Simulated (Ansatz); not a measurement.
input.yaml (Ansatz)

```yaml
crystal:
  lattice:
    - [0.0, 2.8343332223, 2.8343332223]
    - [2.8343332223, 0.0, 2.8343332223]
    - [2.8343332223, 2.8343332223, 0.0]
  atoms:
    - { symbol: Re, position: [0.125, 0.125, 0.125] }
    - { symbol: Re, position: [0.875, 0.875, 0.875] }
hamiltonian:
  xc: pbesol
  pseudopotentials:
    kind: paw
    azcp:
      Re: "pseudopotentials/Re.paw.azcp"
basis:
  ecutwfc: 420
  fft_grid_basis: typed
kpoints:
  mp_grid: { grid: [11, 11, 11], shift: [0, 0, 0] }
magnetization:
  spin_polarized: false
scf:
  occupations: { method: fermi_dirac, width: 0.1 }
  lower_state_search: "off"
output:
  stress: true
```

and its output:

```
Warning: the record states the generating functional pbe (its physics header spells it `PBE`), which answers neither for hamiltonian.xc's functional nor for the pbesol family's — results may be inconsistent (PPs are generated against a specific XC)
Engine: ansatz 0.2.0, x86_64-unknown-linux-gnu
Pseudopotentials: kind: paw
Pseudopotential: Re, paw, valence charge 15, recommended cutoff 420 eV (normal) 
Functional definition: PBEsol
  exchange = pbesol_x
  correlation = pbesol_c
Crystal: 2 atoms, lattice volume = 45.539 Å³
Basis set: ecut = 420 eV, 893 PW (Γ)
Bands: 19, of which v1, the nominal top of the filled ones, is band 15 counted from 1 (14 counted from 0)
Symmetry: 48 space group operations
Space group: Fd-3m (ITA 227), of the structure as read, at distance tolerance 3.6e-5 Å
k-points: 56 of 1331
Non-local potential: Re, projectors of the file, l = 0: 3, l = 1: 2, l = 2: 2, l = 3: 1
PAW form: soft (Blöchl's): semilocal exchange-correlation on the pseudo side does not see the compensation charge
PAW frozen core: Re, regenerated for the run's functional, and the local potential with it (the file was generated under x = pbe(κ = 0.804, μ = 0.2195149727645171), c = pbe(β = 0.06672455060314922))
PAW one-centre angular grid: Re, 590 points (default); XC on 64 Gauss nodes
Initial density: superposition of atomic densities (neutral atoms: chi_scale 0, normalization atom), corrected by the library's trained network
Initial wavefunctions: pseudopotential atomic-orbital guess
Functional: x = pbesol(κ = 0.804, μ = 0.12345679012345678), c = pbesol(β = 0.046)
SCF iter   1: F=—  HF=-21470.856246 eV  |F-HF|=—  |Δ(HF+E_count)|=         —  Δρ=5.95e-3  dr2=8.65e-3  ethr=1.77e-3  ⟨swp⟩=5.0  Hψ=4425  notcnv=0
SCF iter   2: F=—  HF=-21470.856731 eV  |F-HF|=—  |Δ(HF+E_count)|=   4.86e-4  Δρ=3.57e-3  dr2=3.78e-3  ethr=2.88e-5  ⟨swp⟩=2.0  Hψ=1658  notcnv=0
SCF iter   3: F=—  HF=-21470.856715 eV  |F-HF|=—  |Δ(HF+E_count)|=   1.64e-5  Δρ=6.55e-4  dr2=1.94e-4  ethr=1.26e-5  ⟨swp⟩=2.1  Hψ=1365  notcnv=0
SCF iter   4: F=—  HF=-21470.856715 eV  |F-HF|=—  |Δ(HF+E_count)|=   1.52e-7  Δρ=1.49e-4  dr2=1.50e-5  ethr=6.46e-7  ⟨swp⟩=2.2  Hψ=1300  notcnv=0
SCF iter   5: F=—  HF=-21470.856722 eV  |F-HF|=—  |Δ(HF+E_count)|=   7.01e-6  Δρ=5.93e-5  dr2=9.73e-7  ethr=4.98e-8  ⟨swp⟩=2.0  Hψ=1455  notcnv=0
SCF iter   6: F=-21470.856722 eV  HF=-21470.856722 eV  |F-HF|=3.67e-9  |Δ(HF+E_count)|=   3.09e-7  Δρ=1.10e-5  dr2=2.98e-8  ethr=3.33e-10  ⟨swp⟩=3.0  Hψ=3886  notcnv=0
SCF 1 converged in 6 iterations: F = -21470.856722 eV  dr2 = 2.98e-8
SCF converged after 6 iterations
Free energy (F): -21470.856722 eV
Harris-Foulkes:  -21470.856722 eV  (|F-HF|=3.67e-9)
Internal energy: -21470.813900 eV  (E = F + TS)
E sigma→0 (E₀):  -21470.835311 eV
Entropy (-TS):   -0.042822 eV (-21.411 meV/atom)
Fermi energy:    13.598628 eV
--- Per-component energies (eV) ---
  E_band       = -439.078192
  E_kinetic    = 1074.655241
  E_local      = -2703.851109  (includes V_loc(G=0)·N_el)
  E_nonlocal   = 109.632594
  E_hartree    = 987.364743
  E_xc         = -796.294668
  E_vxc        = -600.113626  (∫ρ·V_xc dr)
  E_paw        = -17063.968414  (= ΣΔE_a)
  E_vpaw       = -294.132496  (= ΣTr[D̂ρ^β])
  E_aug_tail   = -0.000161  (compensation charges beyond the density's cutoff)
  E_ewald      = -3078.818650
  E_core_change = 0.466523  (= ΣΔE_core)
  E_smearing   = -0.042822  (= −TS)
  E_closure    = 0.000000  (closes the sum)
  Σ components = -21470.856722   (vs F -21470.856722, Δ=0.00e0)
--- Stress (GPa, compression-positive) ---
       -7.003945      -0.000000      -0.000000
       -0.000000      -7.003945       0.000000
       -0.000000       0.000000      -7.003945
  P = ⅓ Tr σ = -7.0039 GPa (-70.039 kbar)
```
